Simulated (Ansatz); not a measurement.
Sc3InN (anti-perovskite)

```xyz
5
Lattice="4.4159 0.0000 0.0000 0.0000 4.4159 0.0000 0.0000 0.0000 4.4159" Properties=species:S:1:pos:R:3 pbc="T T T"
Sc     2.2080     2.2080     0.0000
Sc     0.0000     2.2080     2.2080
Sc     2.2080     0.0000     2.2080
In     0.0000     0.0000     0.0000
N      2.2080     2.2080     2.2080
```

The slice is a {100} plane (indices of the conventional cell) through the point (0.500, 0.000, 0.500) (fractional), spanned by u = [100] and v = [010] in vectors of this cell: u (4.42 Å) and v (4.42 Å, at 90° to u). It covers one period; positions are fractions (u, v).

These are PBEsol (plane waves to 420 eV, PAW, scalar-relativistic; Ansatz, a quantum-chemistry and plane-wave program) values and carry that method's errors. k mesh 11×11×11. Inside the PAW spheres the values are not all-electron values, and peaks at nuclei hang on which shells count as valence. Sc3InN is run without spin polarisation. Sc3InN was relaxed with its symmetry unable to fall.

Three fields on this plane, each scaled to ten steps between its own extremes (0 low, 9 high; the total valence density on a logarithmic scale, the potential cut 8 eV below its top; x marks points blanked near nuclei; v = 0 in the bottom row):

Map A
```
|xxxxxxx7310000000000000137xxxxxx|
|xxxxxxx6310000000000000136xxxxxx|
|xxxxxx952100000000000001259xxxxx|
|xxxxxx731000000000000000137xxxxx|
|xxxxx74210000000000000001247xxxx|
|xxx975310000000000000000013579xx|
|99875421100001111111000011245789|
|88765432110112334332110112345678|
|99876543211235677765321123456789|
|xxx98754323479xxxxx97432345789xx|
|xxxxx8754457xxxxxxxxx7544578xxxx|
|xxxxxx86557xxxxxxxxxxx75568xxxxx|
|xxxxxx97679xxxxxxxxxxx97679xxxxx|
|xxxxxxx878xxxxxxxxxxxxx878xxxxxx|
|xxxxxxx989xxxxxxxxxxxxx989xxxxxx|
|xxxxxxx989xxxxxxxxxxxxx989xxxxxx|
|xxxxxxx989xxxxxxxxxxxxx989xxxxxx|
|xxxxxxx878xxxxxxxxxxxxx878xxxxxx|
|xxxxxx97679xxxxxxxxxxx97679xxxxx|
|xxxxxx86557xxxxxxxxxxx75568xxxxx|
|xxxxx8754457xxxxxxxxx7544578xxxx|
|xxx98754323479xxxxx97432345789xx|
|99876543211235677765321123456789|
|88765432110112334332110112345678|
|99875421100001111111000011245789|
|xxx975310000000000000000013579xx|
|xxxxx74210000000000000001247xxxx|
|xxxxxx731000000000000000137xxxxx|
|xxxxxx952100000000000001259xxxxx|
|xxxxxxx6310000000000000136xxxxxx|
|xxxxxxx7310000000000000137xxxxxx|
|xxxxxxx7410000000000000147xxxxxx|
```

Map B
```
|xxxxxxx0025689999999865200xxxxxx|
|xxxxxxx0035688999998865300xxxxxx|
|xxxxxx000356788999887653000xxxxx|
|xxxxxx001456778888877654100xxxxx|
|xxxxx00034566666666666543000xxxx|
|xxx000023455555555555554320000xx|
|00000123444443322233444443210000|
|00012344443310000000133444432100|
|22234555432000000000002345554322|
|xxx45565420000xxxxx00002456554xx|
|xxxxx5553100xxxxxxxxx0013555xxxx|
|xxxxxx54200xxxxxxxxxxx00245xxxxx|
|xxxxxx43100xxxxxxxxxxx00134xxxxx|
|xxxxxxx200xxxxxxxxxxxxx002xxxxxx|
|xxxxxxx200xxxxxxxxxxxxx002xxxxxx|
|xxxxxxx200xxxxxxxxxxxxx002xxxxxx|
|xxxxxxx200xxxxxxxxxxxxx002xxxxxx|
|xxxxxxx200xxxxxxxxxxxxx002xxxxxx|
|xxxxxx43100xxxxxxxxxxx00134xxxxx|
|xxxxxx54200xxxxxxxxxxx00245xxxxx|
|xxxxx5553100xxxxxxxxx0013555xxxx|
|xxx45565420000xxxxx00002456554xx|
|22234555432000000000002345554322|
|00012344443310000000133444432100|
|00000123444443322233444443210000|
|xxx000023455555555555554320000xx|
|xxxxx00034566666666666543000xxxx|
|xxxxxx001456778888877654100xxxxx|
|xxxxxx000356788999887653000xxxxx|
|xxxxxxx0035688999998865300xxxxxx|
|xxxxxxx0025689999999865200xxxxxx|
|xxxxxxx0025689999999865200xxxxxx|
```

Map C
```
|xxxxxxx2001246777776421002xxxxxx|
|xxxxxxx1001245677765421001xxxxxx|
|xxxxxx300012455666554210003xxxxx|
|xxxxxx100012344444443210001xxxxx|
|xxxxx10000112222222221100001xxxx|
|xxx210000001111101111100000012xx|
|11100000000000000000000000000011|
|11111111100000000000000011111111|
|55555432100000122210000012345555|
|xxx99763100013xxxxx31000136799xx|
|xxxxx9741001xxxxxxxxx1001479xxxx|
|xxxxxx95101xxxxxxxxxxx10159xxxxx|
|xxxxxx95102xxxxxxxxxxx20159xxxxx|
|xxxxxxx511xxxxxxxxxxxxx115xxxxxx|
|xxxxxxx511xxxxxxxxxxxxx115xxxxxx|
|xxxxxxx511xxxxxxxxxxxxx115xxxxxx|
|xxxxxxx511xxxxxxxxxxxxx115xxxxxx|
|xxxxxxx511xxxxxxxxxxxxx115xxxxxx|
|xxxxxx95102xxxxxxxxxxx20159xxxxx|
|xxxxxx95101xxxxxxxxxxx10159xxxxx|
|xxxxx9741001xxxxxxxxx1001479xxxx|
|xxx99763100013xxxxx31000136799xx|
|55555432100000122210000012345555|
|11111111100000000000000011111111|
|11100000000000000000000000000011|
|xxx210000001111101111100000012xx|
|xxxxx10000112222222221100001xxxx|
|xxxxxx100012344444443210001xxxxx|
|xxxxxx300012455666554210003xxxxx|
|xxxxxxx1001245677765421001xxxxxx|
|xxxxxxx2001246777776421002xxxxxx|
|xxxxxxx2000246777776420002xxxxxx|
```

Problem. Assign the maps to these fields: electron localisation function (ELF); valence electron density; electrostatic potential energy of an electron, from the cell's mean.

Solution. A is the valence electron density; B is the electrostatic potential energy of an electron, from the cell's mean; C is the electron localisation function (ELF).
